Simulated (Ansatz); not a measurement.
BeTe (zinc blende, F-43m), a = b = c = 5.6047 Å, α = β = γ = 90.00°; the cell used has 2 atoms.

Relaxed with PBEsol. Plane-wave PAW PBEsol (Ansatz code) gives a gap of 1.84 eV.

Question: What gap does HSE06 give on the same cell (Ansatz, PAW)?

Answer: 2.62 eV, 0.79 eV more. The hybrid was solved on a coarser mesh and at special points; its gap is the smallest among all of these.

| k | v1 PBEsol | c1 PBEsol | v1 HSE06 | c1 HSE06 |
|---|---|---|---|---|
| Γ | 0.00 | 3.61 | ? | ? |
| X | -2.70 | 1.84 | -2.93 | 2.62 |
| L | -1.15 | 3.08 | ? | ? |
| W | -3.30 | 5.20 | ? | ? |
| K | -2.28 | 2.61 | ? | ? |

Question: Top valence (v1) and lowest conduction level (c1) in eV from each method's valence maximum (which need not be a listed point): supply the withheld HSE06 values.

Answer: 
- L, v1 HSE06: -1.25
- L, c1 HSE06: 3.95
- W, v1 HSE06: -3.53
- W, c1 HSE06: 6.10
- K, v1 HSE06: -2.47
- K, c1 HSE06: 3.41
- Γ, v1 HSE06: 0.00
- Γ, c1 HSE06: 4.46

Cost on shared cores: the PBEsol run (SCF on a 9×9×9 mesh, then bands and DOS) around 12 core-seconds (rough), the HSE06 run (SCF on 6×6×6, then a few points) around 70 core-seconds (rough); the tasks are unlike.

Symmetry was held in the PBEsol relaxation. The volume moved by 26 % from the start of the relaxation. Spin–orbit coupling is left out wherever it is not named.

Potentials: the later of the program's two PAW sets.
